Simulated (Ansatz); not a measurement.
**Nb, one cell by several methods**

```xyz
1
Lattice="0.0000 2.1150 2.1362 2.1150 0.0000 2.1362 2.1150 2.1150 0.0000" Properties=species:S:1:pos:R:3 pbc="T T T"
Nb    0.0000    0.0000    0.0000
```

The geometry is COD entry 1534903, unchecked; take it as a test cell. The listed cell was then made from it by scaling, straining or moving an atom.

Methods: DFT, PBEsol, PAW with Ansatz's default frozen-core files, scalar-relativistic (Ansatz 0.2.0); DFT, PBEsol, all-electron PAW with datasets made for the crystal, scalar-relativistic (Ansatz 0.2.0); DFT, PBEsol, all-electron LAPW, scalar-relativistic (Ansatz 0.2.0).

For PAW: a Γ-centred 13×13×13 k mesh, Fermi–Dirac smearing of 0.08 eV, cutoff 420 eV, no spin polarisation; the PAW files were made with PBE, and the program remakes their frozen cores for this functional. The crystal-made all-electron datasets (AE datasets) take a cutoff of 240 eV at this cell. LAPW targets a basis error of 0.25 meV/atom. The Ansatz runs share mesh, smearing and spin set-up. Plane-wave (PAW) pressures include the program's estimate of the Pulay term.

Stress and pressure are positive in compression.

No spin–orbit coupling: at heavy atoms the gradients can be off by tens of per cent for that reason.

In a metal, gradients converge slowly with the k mesh: the values move by tens of per cent from one mesh to another, at times in sign, so only the comparison on one mesh counts.

```tsv
quantity	PAW	AE datasets	LAPW
pressure (GPa)	-8.13	-8.14	-8.15
stress xx (GPa)	-8.94	-8.95	-8.95
stress zz (GPa)	-6.51	-6.52	-6.53
field gradient Vzz at Nb (10²¹ V/m²)	-0.55	-0.56	–
```

PAW's pressure differs from the LAPW value by +0.02 GPa.
